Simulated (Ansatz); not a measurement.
LuAu4 in space group I4/m (No. 87; Lu on 2a, Au on 8h), plane-wave PAW r²SCAN (Ansatz code), all energies at zero smearing, with the estimated change up to a 700 eV cutoff added, with one set of potentials and settings (totals compare only within such a set). Cell of 5 atoms (1 Lu, 4 Au): -67400.841 eV.

| element | reference phase | E (eV/atom) |
|---|---|---|
| Lu | P6_3/mmc, 2 atoms in the cell | -14743.6978 |
| Au | Fm-3m, 1 atoms in the cell | -13163.5078 |

Formation energy per atom, worked out: (-67400.841 − 1×(-14743.6978) − 4×(-13163.5078))/5 = -0.622 eV/atom (-60 kJ per mol of atoms), at 0 K, without zero-point energy or fitted corrections.

The workflow started from a Materials Project entry (that database holds measured and hypothetical structures alike); the Crystallography Open Database copy checked does not list it. With Lu and Au taken as one species the cell has the higher symmetry Fm-3m, so it may be an ordered model of a mixed-site phase. Its standing as an ambient phase is unchecked. The cell was relaxed with r²SCAN under the symmetry of its start; whether a distortion lowers the energy is not shown. The references are the lowest solids computed at this level, not always the standard phases. Scalar-relativistic: spin–orbit coupling is off unless named, which matters more the heavier the elements.

Potentials: the later of the program's two PAW sets.
